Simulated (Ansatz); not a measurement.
Method: DFT PBE, scalar-relativistic, plane waves, PAW in Ansatz 0.2.0.

Plane waves to 420 eV, a k mesh through Γ of 12×12×4 on the computed 4-atom cell and Gaussian smearing (0.05 eV); no spin polarisation.

```
In O
1.0
     3.35902    0.00000    0.00000
    -1.67951    2.90900    0.00000
     0.00000    0.00000   16.39485
In O
2 2
Direct
  0.66667 0.33333 0.58265
  0.66667 0.33333 0.41735
  0.00000 0.00000 0.63486
  0.00000 0.00000 0.36514
```

(1) Is this geometry at equilibrium? Which atom feels the largest force?

(2) Give all forces and the stress.

The cell holds layers, and where no dispersion correction was added their binding is poorly described.

## Answers

(1) It isn't. Atom 1 (In) feels (0.00, 0.00, 0.84) eV/Å, 0.842 eV/Å in size, and symmetry-related atoms feel the same size.

(2)
```json
{"atom": "In1", "Fx": "0.000", "Fy": "0.000", "Fz": "0.842"}
{"atom": "In2", "Fx": "0.000", "Fy": "0.000", "Fz": "-0.842"}
{"atom": "O3", "Fx": "0.000", "Fy": "0.000", "Fz": "-0.037"}
{"atom": "O4", "Fx": "0.000", "Fy": "0.000", "Fz": "0.037"}
```
Stress (GPa, compression positive):
```
2.30 0.00 0.00
0.00 2.30 0.00
0.00 0.00 2.12
```